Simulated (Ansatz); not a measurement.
**Profile along the Zr–O line in ZrO2 (fluorite)**

ZrO$_{2}$ (fluorite)

```cif
data_O8Zr4
_chemical_formula_sum 'Zr4 O8'
_space_group_name_H-M_alt 'Fm-3m'
_space_group_IT_number 225
_space_group_name_Hall '-F 4 2 3'
_cell_length_a 5.08933
_cell_length_b 5.08933
_cell_length_c 5.08933
_cell_angle_alpha 90.000
_cell_angle_beta 90.000
_cell_angle_gamma 90.000
loop_
_atom_site_label
_atom_site_type_symbol
_atom_site_symmetry_multiplicity
_atom_site_Wyckoff_symbol
_atom_site_fract_x
_atom_site_fract_y
_atom_site_fract_z
_atom_site_occupancy
Zr1 Zr 4 a 0.00000 0.00000 0.00000 1
O1 O 8 c 0.25000 0.25000 0.25000 1
```
(The calculation used a cell of 3 atoms; values per cell refer to that cell.)

Fields along a shortest Zr–O line of a {110} plane (2.20 Å), from Zr to O, interpolated on the slice's grid (step about 0.2 Å). All values below come from r2SCAN (plane waves to 500 eV, PAW, scalar-relativistic; Ansatz, a first-principles code). k mesh 11×11×11. These are valence fields of a PAW run, semicore shells included where kept as valence: close to a nucleus they are smooth pseudo fields. This is a high-temperature form of ZrO2. ZrO2 is run without spin polarisation. ZrO2 was relaxed with its symmetry unable to fall.

```json
[
 {"distance from Zr (Å)": "0.00", "valence electron density (e/Å³)": "2.53", "electron localisation function": "x", "density of the highest valence band (e/Å³)": "0.003", "density of the lowest conduction band (e/Å³)": "0.011"},
 {"distance from Zr (Å)": "0.22", "valence electron density (e/Å³)": "3.52", "electron localisation function": "x", "density of the highest valence band (e/Å³)": "0.016", "density of the lowest conduction band (e/Å³)": "0.012"},
 {"distance from Zr (Å)": "0.44", "valence electron density (e/Å³)": "4.06", "electron localisation function": "0.73", "density of the highest valence band (e/Å³)": "0.028", "density of the lowest conduction band (e/Å³)": "0.027"},
 {"distance from Zr (Å)": "0.66", "valence electron density (e/Å³)": "2.59", "electron localisation function": "0.82", "density of the highest valence band (e/Å³)": "0.025", "density of the lowest conduction band (e/Å³)": "0.035"},
 {"distance from Zr (Å)": "0.88", "valence electron density (e/Å³)": "1.05", "electron localisation function": "0.52", "density of the highest valence band (e/Å³)": "0.026", "density of the lowest conduction band (e/Å³)": "0.031"},
 {"distance from Zr (Å)": "1.10", "valence electron density (e/Å³)": "0.52", "electron localisation function": "0.18", "density of the highest valence band (e/Å³)": "0.042", "density of the lowest conduction band (e/Å³)": "0.026"},
 {"distance from Zr (Å)": "1.32", "valence electron density (e/Å³)": "0.70", "electron localisation function": "0.56", "density of the highest valence band (e/Å³)": "0.090", "density of the lowest conduction band (e/Å³)": "0.028"},
 {"distance from Zr (Å)": "1.54", "valence electron density (e/Å³)": "1.59", "electron localisation function": "0.83", "density of the highest valence band (e/Å³)": "0.210", "density of the lowest conduction band (e/Å³)": "0.044"},
 {"distance from Zr (Å)": "1.76", "valence electron density (e/Å³)": "3.97", "electron localisation function": "0.78", "density of the highest valence band (e/Å³)": "0.346", "density of the lowest conduction band (e/Å³)": "0.061"},
 {"distance from Zr (Å)": "1.98", "valence electron density (e/Å³)": "6.71", "electron localisation function": "x", "density of the highest valence band (e/Å³)": "0.216", "density of the lowest conduction band (e/Å³)": "0.038"},
 {"distance from Zr (Å)": "2.20", "valence electron density (e/Å³)": "7.63", "electron localisation function": "x", "density of the highest valence band (e/Å³)": "0.009", "density of the lowest conduction band (e/Å³)": "0.008"}
]
```

x: too close to a nucleus for the ELF to mean much. Band densities are of whole bands, smooth part only.

Density on the Zr–O line (2.20 Å) at its density minimum, 1.2 Å from Zr: 0.52 e/Å³. ELF at that point: 0.2. Element round which the density of the highest valence band (whole band, smooth part) is largest on this plane: O.
